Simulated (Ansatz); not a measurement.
SiC (wurtzite)

```yaml
crystal:
  lattice:
    - [3.07530, 0.00000, 0.00000]
    - [-1.53765, 2.66329, 0.00000]
    - [0.00000, 0.00000, 5.04821]
  atoms:
    - { symbol: Si, position: [0.66667, 0.33333, 0.00050] }
    - { symbol: Si, position: [0.33333, 0.66667, 0.50050] }
    - { symbol: C, position: [0.66667, 0.33333, 0.62470] }
    - { symbol: C, position: [0.33333, 0.66667, 0.12470] }
```

Equation-of-state scan: isotropic scaling of the cell above, V₀ being its volume. The atoms relax within the cell's symmetry.

Method: r2SCAN (plane waves to 500 eV, PAW, scalar-relativistic; Ansatz, an electronic-structure program). k mesh 13×13×7 (Γ-centred), Fermi-Dirac smearing 0.05 eV. E stands for the smeared free energy. Stress and pressure are positive under compression. SiC was relaxed with its symmetry unable to fall. ΔE is measured from the relaxed starting cell.

```json
[
 {"V/V₀": "0.940", "ΔE (eV/atom)": "…", "P (GPa)": "15.9"},
 {"V/V₀": "0.955", "ΔE (eV/atom)": "0.0161", "P (GPa)": "11.5"},
 {"V/V₀": "0.970", "ΔE (eV/atom)": "0.0070", "P (GPa)": "7.4"},
 {"V/V₀": "0.985", "ΔE (eV/atom)": "…", "P (GPa)": "3.6"},
 {"V/V₀": "1.000", "ΔE (eV/atom)": "0.0000", "P (GPa)": "0.0"},
 {"V/V₀": "1.015", "ΔE (eV/atom)": "…", "P (GPa)": "-3.3"},
 {"V/V₀": "1.030", "ΔE (eV/atom)": "0.0063", "P (GPa)": "-6.4"},
 {"V/V₀": "1.045", "ΔE (eV/atom)": "…", "P (GPa)": "-9.2"},
 {"V/V₀": "1.060", "ΔE (eV/atom)": "0.0240", "P (GPa)": "-11.8"}
]
```

Some entries are withheld; supply them.


- 0.940, ΔE (eV/atom): 0.0293
- 0.985, ΔE (eV/atom): 0.0017
- 1.015, ΔE (eV/atom): 0.0016
- 1.045, ΔE (eV/atom): 0.0138

(Under strain, the slope of the energy per volume gives the stress and its curvature an elastic modulus.)
